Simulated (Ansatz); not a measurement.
AgRh:
```cif
data_AgRh
_chemical_formula_sum 'Rh1 Ag1'
_space_group_name_H-M_alt 'P 1'
_space_group_IT_number 1
_cell_length_a 2.73216
_cell_length_b 2.73216
_cell_length_c 4.24406
_cell_angle_alpha 90.000
_cell_angle_beta 90.000
_cell_angle_gamma 90.000
loop_
_space_group_symop_operation_xyz
  'x, y, z'
loop_
_atom_site_label
_atom_site_type_symbol
_atom_site_fract_x
_atom_site_fract_y
_atom_site_fract_z
_atom_site_occupancy
Rh1 Rh 0.00000 0.00000 0.00000 1
Ag1 Ag 0.50000 0.50000 0.50000 1
```

Relaxed with PBE.

Question: Which orbitals make up the states near the Fermi level in PBE (plane waves, PAW; program Ansatz)?

Answer: Within 0.5 eV of the Fermi level: Rh 4d 85 %, Ag 4d 7 %. Projections are on Löwdin-orthogonalised atomic valence shells; empty p or d shells of many metals are not among them.

Question: Tabulate the density of states.

Answer: States/eV per cell of 2 atoms, in 0.25 eV bins, energy from the Fermi level.

| E (eV) | total | Ag 4d | Rh 4d | Ag 5s |
|---|---|---|---|---|
| -7.50 | 0.00 | 0.00 | 0.00 | 0.00 |
| -7.25 | 0.04 | 0.00 | 0.00 | 0.02 |
| -7.00 | 0.10 | 0.00 | 0.00 | 0.05 |
| -6.75 | 0.15 | 0.01 | 0.00 | 0.07 |
| -6.50 | 0.20 | 0.01 | 0.00 | 0.10 |
| -6.25 | 0.34 | 0.09 | 0.01 | 0.14 |
| -6.00 | 0.93 | 0.54 | 0.06 | 0.20 |
| -5.75 | 2.97 | 2.17 | 0.27 | 0.30 |
| -5.50 | 4.66 | 3.53 | 0.51 | 0.27 |
| -5.25 | 5.17 | 3.92 | 0.63 | 0.23 |
| -5.00 | 4.50 | 3.50 | 0.63 | 0.12 |
| -4.75 | 3.74 | 2.89 | 0.63 | 0.13 |
| -4.50 | 4.30 | 3.40 | 0.68 | 0.14 |
| -4.25 | 3.42 | 2.78 | 0.40 | 0.17 |
| -4.00 | 4.04 | 3.25 | 0.45 | 0.26 |
| -3.75 | 3.31 | 2.83 | 0.35 | 0.09 |
| -3.50 | 3.48 | 2.77 | 0.46 | 0.15 |
| -3.25 | 2.47 | 1.31 | 0.90 | 0.12 |
| -3.00 | 2.84 | 1.12 | 1.43 | 0.12 |
| -2.75 | 2.88 | 0.59 | 1.98 | 0.10 |
| -2.50 | 3.06 | 0.61 | 2.13 | 0.09 |
| -2.25 | 2.77 | 0.59 | 1.90 | 0.07 |
| -2.00 | 2.95 | 0.62 | 2.06 | 0.05 |
| -1.75 | 2.48 | 0.49 | 1.79 | 0.04 |
| -1.50 | 2.13 | 0.35 | 1.62 | 0.02 |
| -1.25 | 3.11 | 0.46 | 2.43 | 0.03 |
| -1.00 | 3.18 | 0.40 | 2.61 | 0.03 |
| -0.75 | 1.96 | 0.19 | 1.67 | 0.02 |
| -0.50 | 2.76 | 0.18 | 2.44 | 0.04 |
| -0.25 | 3.85 | 0.30 | 3.38 | 0.06 |
| 0.00 | 3.96 | 0.29 | 3.44 | 0.08 |
| 0.25 | 1.84 | 0.13 | 1.46 | 0.09 |
| 0.50 | 1.04 | 0.07 | 0.68 | 0.13 |
| 0.75 | 0.86 | 0.07 | 0.42 | 0.18 |
| 1.00 | 0.74 | 0.05 | 0.34 | 0.15 |
| 1.25 | 0.67 | 0.04 | 0.29 | 0.14 |
| 1.50 | 0.60 | 0.03 | 0.22 | 0.14 |
| 1.75 | 0.51 | 0.03 | 0.13 | 0.13 |
| 2.00 | 0.49 | 0.03 | 0.11 | 0.12 |
| 2.25 | 0.48 | 0.02 | 0.10 | 0.12 |
| 2.50 | 0.47 | 0.02 | 0.09 | 0.11 |
| 2.75 | 0.48 | 0.02 | 0.08 | 0.10 |
| 3.00 | 0.51 | 0.02 | 0.09 | 0.09 |
| 3.25 | 0.55 | 0.01 | 0.10 | 0.08 |
| 3.50 | 0.56 | 0.01 | 0.09 | 0.08 |
| 3.75 | 0.54 | 0.01 | 0.07 | 0.08 |
| 4.00 | 0.50 | 0.01 | 0.06 | 0.07 |
| 4.25 | 0.47 | 0.01 | 0.05 | 0.07 |
| 4.50 | 0.44 | 0.01 | 0.04 | 0.06 |
| 4.75 | 0.41 | 0.01 | 0.03 | 0.05 |

Space group P4/mmm (L1₀ or tetragonal B2). The start of the workflow was typed in or built on a structure type; neither database checked (COD, Materials Project) lists it. Whether it is the stable phase at ambient conditions was not checked. Symmetry was held in the PBE relaxation; whether a distortion lowers the energy is not shown. No spin polarisation was allowed. Its formation energy is positive at this level, so the cell may be metastable or incomplete. Spin–orbit coupling is left out wherever it is not named.

Potentials: the earlier of the program's two PAW sets.
